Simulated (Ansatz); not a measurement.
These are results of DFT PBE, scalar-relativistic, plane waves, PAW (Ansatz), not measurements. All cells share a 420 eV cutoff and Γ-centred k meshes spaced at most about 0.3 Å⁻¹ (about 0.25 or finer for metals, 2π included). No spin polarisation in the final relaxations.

All energies are static (0 K, no zero-point motion).

Two forms of Zr3TiC4 were relaxed alike.

1.

```cif
data_structure
_symmetry_space_group_name_H-M 'Cmmm'
_symmetry_Int_Tables_number 65
_cell_length_a 6.5377
_cell_length_b 9.2430
_cell_length_c 3.2756
_cell_angle_alpha 90.000
_cell_angle_beta 90.000
_cell_angle_gamma 90.000
_cell_volume 197.94
loop_
_atom_site_label
_atom_site_type_symbol
_atom_site_symmetry_multiplicity
_atom_site_Wyckoff_symbol
_atom_site_fract_x
_atom_site_fract_y
_atom_site_fract_z
_atom_site_occupancy
Zr1 Zr 2 a 0.00000 0.00000 0.00000 1
Zr2 Zr 4 f 0.25000 0.25000 0.50000 1
Ti1 Ti 2 b 0.50000 0.00000 0.00000 1
C1 C 4 i 0.50000 0.24518 0.00000 1
C2 C 4 h 0.25966 0.00000 0.50000 1
```

2.

```cif
data_structure
_symmetry_space_group_name_H-M 'P4/mmm'
_symmetry_Int_Tables_number 123
_cell_length_a 3.2796
_cell_length_b 3.2796
_cell_length_c 9.2330
_cell_angle_alpha 90.000
_cell_angle_beta 90.000
_cell_angle_gamma 90.000
_cell_volume 99.31
loop_
_atom_site_label
_atom_site_type_symbol
_atom_site_symmetry_multiplicity
_atom_site_Wyckoff_symbol
_atom_site_fract_x
_atom_site_fract_y
_atom_site_fract_z
_atom_site_occupancy
Zr1 Zr 2 g 0.00000 0.00000 0.24287 1
Zr2 Zr 1 d 0.50000 0.50000 0.50000 1
Ti1 Ti 1 c 0.50000 0.50000 0.00000 1
C1 C 1 a 0.00000 0.00000 0.00000 1
C2 C 2 h 0.50000 0.50000 0.24036 1
C3 C 1 b 0.00000 0.00000 0.50000 1
```

Question: Which arrangement of the elements on these sites is preferred, and by what margin?

Answer: They are level within the accuracy (5 meV/atom apart, with cell 1 the lower in these runs). The two share one framework of sites and differ in which element sits where. Cell 1 has Zr and Ti ordered on rock salt sites, space group Cmmm (No. 65), 12.4 Å³/atom and no gap on its mesh; cell 2 has Zr and Ti ordered on rock salt sites, space group P4/mmm (No. 123), 12.4 Å³/atom and no gap. Counting C atoms around Ti and Zr (those within 1.25 times the shortest such distance or 1.15 times the sum of covalent radii, 1.27 where that leaves under three), cell 1 and cell 2 both have Zr 6, Ti 6. In cell 1, Zr on a site of symmetry mmm has 6 C at 2.36 Å, 2 Ti at 3.27 Å and 10 Zr at 3.27–3.28 Å; around Ti lie 6 C at 2.27 Å, 10 Zr at 3.27 Å and 2 Ti at 3.28 Å; around C on a site of symmetry m2m lie 1 Ti at 2.27 Å and 5 Zr at 2.31–2.36 Å; 2 more sites not described. In cell 2, Zr on a site of symmetry 4mm has 6 C at 2.24–2.37 Å and 4 Ti at 3.23 Å; Ti has 6 C at 2.22–2.32 Å and 8 Zr at 3.23 Å; around C on a site of symmetry 4/mmm lie 2 Zr at 2.24 Å and 4 Ti at 2.32 Å; 3 more sites not described. Both come from invented guesses.

The k mesh leaves some 4 meV/atom of noise in the energy of each metallic cell.
